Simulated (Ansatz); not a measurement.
Here is the system:

LiBr:
Space group Fm-3m (No. 225); a = b = c = 5.411 Å, α = β = γ = 90.00°

```csv
atom,site,symmetry,x,y,z
Li,4a,m-3m,0.0000,0.0000,0.0000
Br,4b,m-3m,0.5000,0.5000,0.5000
```
(The calculation used a cell of 2 atoms; values per cell refer to that cell.)

This is the PBEsol-relaxed structure.

**Question.** All from PBEsol (plane waves, PAW; program Ansatz), unless another level is named. Give the Hill bulk and shear moduli.

**Answer.** 28.8 and 19.0 GPa.

**Question.** Next, the elastic constants (relaxed ions, GPa)?

**Answer.** C11 = 52.5, C12 = 17.0, C44 = 19.8.

The cell was relaxed with PBEsol under the symmetry of its start.

Potentials: the later of the program's two PAW sets.
